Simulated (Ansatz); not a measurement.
## 6 guesses for MgCdO and where they end

These are results of DFT PBE, scalar-relativistic, plane waves, PAW in Ansatz, not measurements. Settings: cutoff 420 eV, Γ-centred meshes spaced at most about 0.3 Å⁻¹, and about 0.25 Å⁻¹ or finer for metals (2π included), Gaussian smearing. No spin polarisation in the final relaxations.

Each guess was relaxed in cell and atoms at zero pressure, within the symmetry of its start. All energies are static (0 K, no zero-point motion). Coordination counts O atoms around Cd and Mg (those within 1.25 times the shortest such distance or 1.15 times the sum of covalent radii; a plus sign parts nearer from farther groups; the shortest distance is added where it is long for a bond).

```tsv
guess	made from	start group	V start (Å³/atom)	end group	V end (Å³/atom)	coordination at the end	gap on mesh (eV)	E over the lowest end (meV/atom)
1	DyClO type	P4/nmm	13.5	P4/nmm	20.2	Mg 4, Cd 4+4 from 3.9 Å	0	80
2	random cell	P4mm	18.2	?	?	?	?	?
3	LiHPd type	P4/mmm	14.9	P4/mmm	17.7	Mg 2, Cd 4 from 2.7 Å	0	515
4	GdMnSi type	P4/nmm	17.3	P4/nmm	16.9	Mg 4, Cd 1 from 2.6 Å	0	0
5	TiOF type	P4/mmm	15.4	P4/mmm	23.0	Mg 8 from 4.1 Å, Cd 4	0	1205
6	TbNiAs type	P-6m2	15.3	P-6m2	17.6	Mg 6 from 3.0 Å, Cd 3	0	1089
```

Guess 2 as it starts:

```yaml
crystal:
  lattice:
    - [3.22665, 0.00000, 0.00000]
    - [0.00000, 3.22665, 0.00000]
    - [0.00000, 0.00000, 5.23354]
  atoms:
    - { symbol: Mg, position: [0.00000, 0.00000, 0.13735] }
    - { symbol: Cd, position: [0.50000, 0.50000, 0.74558] }
    - { symbol: O, position: [0.50000, 0.50000, 0.33059] }
```

Task: Predict the end of this guess and its energy over the lowest end.

Result: It ends in space group P4/mmm (No. 123), with a = 2.875 Å, c = 6.003 Å, 16.5 Å³/atom and no gap. It lies 16 meV/atom over the lowest end, above guess 4 and below guess 1. Counting O atoms around Cd and Mg, this end has Mg 4, Cd 2 from 3.0 Å and the lowest (guess 4) has Mg 4, Cd 1 from 2.6 Å.

Space group P4/mmm (No. 123). a = 2.875 Å, b = 2.875 Å, c = 6.003 Å, α = 90.00°, β = 90.00°, γ = 90.00°
```tsv
atom	site	symmetry	x	y	z
Mg	1a	4/mmm	0.0000	0.0000	0.0000
Cd	1d	4/mmm	0.5000	0.5000	0.5000
O	1c	4/mmm	0.5000	0.5000	0.0000
```

Formation energies are uncorrected and refer to the elements' standard structures at the same level (O₂ as a molecule).

Task: Is the lowest end bound against the elements?

Result: Yes: its formation energy is −1.48 eV/atom. It lies below the elements, which doesn't yet make it stable against other compounds or structures.

Cells relaxed within their symmetry can be saddle points; a later kick test found a lower structure for MgCdO P4/mmm. A lower structure may well exist outside this small set. Some types were kept out of the candidates beforehand, so the set may lack a known form.
